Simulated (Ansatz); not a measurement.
# Two states of La$_{2}$NiO$_{4}$

```
CELL_PARAMETERS angstrom
-1.94485 1.94485 6.36392
1.94485 -1.94485 6.36392
1.94485 1.94485 -6.36392
ATOMIC_POSITIONS crystal
La 0.36250 0.36250 0.00000
La 0.63750 0.63750 0.00000
Ni 0.00000 0.00000 0.00000
O 0.50000 0.00000 0.50000
O 0.00000 0.50000 0.50000
O 0.17970 0.17970 0.00000
O 0.82030 0.82030 0.00000
```

Single point in Ansatz 0.2.0 with r2SCAN. Cutoff 500 eV, PAW datasets, 6×6×6 Γ-centred k mesh, gaussian filling (width 0.234 eV).

State A: Ni3 up (collinear spin). State B: no moments (no spin polarisation).

Question: Compare the two self-consistent states.

Answer: State A is lower by 96.7 meV an atom at zero smearing; in free energy at this smearing B lies +91.4 meV an atom from A.

```json
{"state": "A", "free energy (meV/atom)": "0.0", "largest moment in a small sphere (μB)": "1.60", "net moment (μB/cell)": "1.97", "gap on mesh (eV)": "metal", "pressure (GPa)": "-3.1", "largest force (eV/Å)": "0.35"}
{"state": "B", "free energy (meV/atom)": "91.4", "largest moment in a small sphere (μB)": "0.00", "net moment (μB/cell)": "0.00", "gap on mesh (eV)": "metal", "pressure (GPa)": "-5.9", "largest force (eV/Å)": "0.23"}
```

Origin: a database entry at a rescaled volume. Caveats: semilocal functionals often miss the gap of such magnets; the k mesh is coarse if the cell is a metal; wide smearing.
